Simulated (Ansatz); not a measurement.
The relaxed structure here is a generated cell of Mo: the first start was made by placing the elements on the sites of a structure type, and the end was not matched to a known phase here, so it may be hypothetical. Known forms of Mo include space group No. 229.

A relaxed cell of Mo (Pa-3 (No. 205)), relaxed on a k-mesh at least as fine as the one used below. These are r2SCAN (plane waves to 500 eV, PAW, scalar-relativistic; Ansatz, a program for electronic structure) values and carry that method's errors. Γ-centred k-mesh 7×7×7 on the run's cell (coarser than for final values), Fermi–Dirac smearing 0.05 eV.

```xyz
8
Lattice="5.0500 0.0000 0.0000 0.0000 5.0500 0.0000 0.0000 0.0000 5.0500" Properties=species:S:1:pos:R:3 pbc="T T T"
Mo     0.7970     0.7970     0.7970
Mo     3.3220     1.7280     4.2530
Mo     4.2530     3.3220     1.7280
Mo     1.7280     4.2530     3.3220
Mo     4.2530     4.2530     4.2530
Mo     1.7280     3.3220     0.7970
Mo     0.7970     1.7280     3.3220
Mo     3.3220     0.7970     1.7280
```

The atoms are displaced by (Å):

```json
[
 {"atom": "Mo1", "ux": "-0.009", "uy": "0.018", "uz": "0.159"},
 {"atom": "Mo2", "ux": "-0.103", "uy": "0.130", "uz": "0.004"},
 {"atom": "Mo3", "ux": "0.151", "uy": "0.155", "uz": "0.051"},
 {"atom": "Mo4", "ux": "-0.045", "uy": "0.022", "uz": "-0.014"},
 {"atom": "Mo5", "ux": "-0.042", "uy": "0.025", "uz": "0.018"},
 {"atom": "Mo6", "ux": "-0.052", "uy": "-0.064", "uz": "0.084"},
 {"atom": "Mo7", "ux": "-0.139", "uy": "-0.075", "uz": "0.162"},
 {"atom": "Mo8", "ux": "-0.079", "uy": "-0.097", "uz": "-0.060"}
]
```

What forces (eV/Å) and pressure result?


```
atom     Fx     Fy     Fz
----  -----  -----  -----
Mo1   -0.50  -0.03  -0.89
Mo2    0.00  -0.82  -0.07
Mo3   -1.68  -1.54  -0.01
Mo4    0.72   0.15   1.00
Mo5    0.23   0.26   0.09
Mo6    0.76   0.15  -0.26
Mo7    0.40   0.68  -0.75
Mo8    0.08   1.16   0.90
```

Pressure +2.3 GPa.

Estimate the energy cost of the displacement in the harmonic approximation and compare with the calculation.

For a harmonic well ΔE = −½ Σ F·u = 0.627 eV a cell, or 78 meV/atom. The calculated energy relative to the undisplaced cell is +0.08 eV/atom, so the harmonic estimate holds well.

No spin polarisation in the result.

The run that gave the undisplaced cell could not lose the symmetry of its start; a randomly shaken copy of 8 atoms returns to this structure.
